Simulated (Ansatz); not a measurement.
**Mg₃S₂: rattling a relaxed structure**

The cell was found from a structure generator's guess, not taken from experiment.

These are results of Ansatz 0.2.0, DFT PBE, scalar-relativistic, plane waves, PAW, not measurements. Cutoff 420 eV; k points 12×12×2 on the computed 10-atom cell (Γ-centred); Gaussian smearing, width 0.02 eV; no spin polarisation.

The cell below (10 atoms, space group P6_3/mmc (No. 194)) is relaxed within its symmetry.

```yaml
crystal:
  lattice:
    - [3.69511, 0.00000, 0.00000]
    - [-1.84755, 3.20006, 0.00000]
    - [0.00000, 0.00000, 17.73580]
  atoms:
    - { symbol: Mg, position: [0.33333, 0.66667, 0.83009] }
    - { symbol: Mg, position: [0.66667, 0.33333, 0.33009] }
    - { symbol: Mg, position: [0.66667, 0.33333, 0.16991] }
    - { symbol: Mg, position: [0.33333, 0.66667, 0.66991] }
    - { symbol: Mg, position: [0.00000, 0.00000, 0.00000] }
    - { symbol: Mg, position: [0.00000, 0.00000, 0.50000] }
    - { symbol: S, position: [0.66667, 0.33333, 0.91441] }
    - { symbol: S, position: [0.33333, 0.66667, 0.41441] }
    - { symbol: S, position: [0.66667, 0.33333, 0.58559] }
    - { symbol: S, position: [0.33333, 0.66667, 0.08559] }
```

For the test it was strained at random (σ = 1.5 % a component), the atoms were moved at random (σ = 0.15 Å), and all was relaxed again on a coarse 6×6×1 mesh (in the run’s order of axes) with 0.10 eV smearing, with no symmetry imposed.

Question: What happens?

Answer: It doesn't return. The energy falls by 23 meV/atom on that mesh, the volume changes by -4.7 %, and the end has space group Cc (No. 9) at a loose tolerance. Relaxed again on a 10×10×2 mesh with 0.10 eV smearing, the new structure lies 18 meV/atom below the first (mesh in the axes of the run's cell; the cell below is made exact in the group named). Space group P6_3mc (No. 186), hexagonal, a = 3.649 Å, c = 17.312 Å. Mg on its first site has 3 S at 2.60 Å; Mg on its second site is surrounded by 3 S at 2.61 Å; Mg on its third site is surrounded by 6 S at 2.59–2.61 Å; S on its first site has 6 Mg at 2.60–2.61 Å; 1 more site not described.

```cif
data_structure
_symmetry_space_group_name_H-M 'P6_3mc'
_symmetry_Int_Tables_number 186
_cell_length_a 3.6494
_cell_length_b 3.6494
_cell_length_c 17.3117
_cell_angle_alpha 90.000
_cell_angle_beta 90.000
_cell_angle_gamma 120.000
_cell_volume 199.67
loop_
_atom_site_label
_atom_site_type_symbol
_atom_site_symmetry_multiplicity
_atom_site_Wyckoff_symbol
_atom_site_fract_x
_atom_site_fract_y
_atom_site_fract_z
_atom_site_occupancy
Mg1 Mg 2 b 0.33333 0.66667 0.17657 1
Mg2 Mg 2 a 0.00000 0.00000 0.82345 1
Mg3 Mg 2 b 0.66667 0.33333 0.99943 1
S1 S 2 a 0.00000 0.00000 0.08832 1
S2 S 2 b 0.66667 0.33333 0.41221 1
```
